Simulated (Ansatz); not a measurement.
**Equation of state of RuS2 and its gap**

A database entry relaxed whole under r2SCAN (Pa-3):

```yaml
crystal:
  lattice:
    - [5.63323, 0.00000, 0.00000]
    - [0.00000, 5.63323, 0.00000]
    - [0.00000, 0.00000, 5.63323]
  atoms:
    - { symbol: Ru, position: [0.00000, 0.00000, 0.00000] }
    - { symbol: Ru, position: [0.50000, 0.00000, 0.50000] }
    - { symbol: Ru, position: [0.50000, 0.50000, 0.00000] }
    - { symbol: Ru, position: [0.00000, 0.50000, 0.50000] }
    - { symbol: S, position: [0.38794, 0.38794, 0.38794] }
    - { symbol: S, position: [0.11206, 0.61206, 0.88794] }
    - { symbol: S, position: [0.88794, 0.11206, 0.61206] }
    - { symbol: S, position: [0.61206, 0.88794, 0.11206] }
    - { symbol: S, position: [0.61206, 0.61206, 0.61206] }
    - { symbol: S, position: [0.88794, 0.38794, 0.11206] }
    - { symbol: S, position: [0.11206, 0.88794, 0.38794] }
    - { symbol: S, position: [0.38794, 0.11206, 0.88794] }
```

The cell was scaled uniformly, its shape held, and the atoms relaxed at each volume with plane-wave PAW DFT (Ansatz 0.2.0; r2SCAN, 500 eV, 6×6×6 Γ-centred mesh, fermi-dirac occupations of width 0.020 eV; no spin, no spin-orbit coupling). One row is withheld.

```
volume (Å³/atom)  energy over the lowest (meV/atom)  pressure (GPa)  gap over mesh and path (eV)
          14.003                               34.6           13.19                         0.86
          14.301                                  ?               ?                            ?
          14.599                                3.6            3.89                         0.88
          14.897                                0.0            0.00                         0.89
          15.195                                3.3           -3.45                         0.89
          15.493                               12.6           -6.52                         0.90
          15.791                               27.3           -9.24                         0.90
```

Q: Fit the pressures of the other rows to the third-order Birch-Murnaghan form.

A: With f = [(V₀/V)^(2/3) − 1]/2 and P = 3B₀f(1 + 2f)^(5/2)[1 + 3(B₀′ − 4)f/2], least squares gives V₀ = 14.90 Å³ an atom, B₀ = 183 GPa and B₀′ = 4.9; the rows miss the fit by less than 0.01 GPa. The slope of the energies differs from these pressures by less than 0.05 GPa.

Q: How does the gap move with volume?

A: A parabola in ln(V/V₀) through the other rows has the slope dE_g/d ln V = +0.3 eV at V₀, so by B₀ the gap moves by -2 meV a GPa: it narrows under pressure.

Q: What does the withheld row hold?

A: The fit gives 8.26 GPa at 14.301 Å³; the run gave 8.27 GPa and 14.8 meV an atom. Its gap is 0.87 eV, against 0.87 eV from the parabola.

Caveats: the shape of the cell was held; 0 K, fixed nuclei; the symmetry was kept, and this need not be the phase that is stable at 0 K; one mesh for all volumes; r2SCAN gaps lie as a rule under measured ones; the slope of the gap can be off by tens of per cent, more where shallow d levels or spin-orbit coupling act on the edges; pressure is positive in compression.
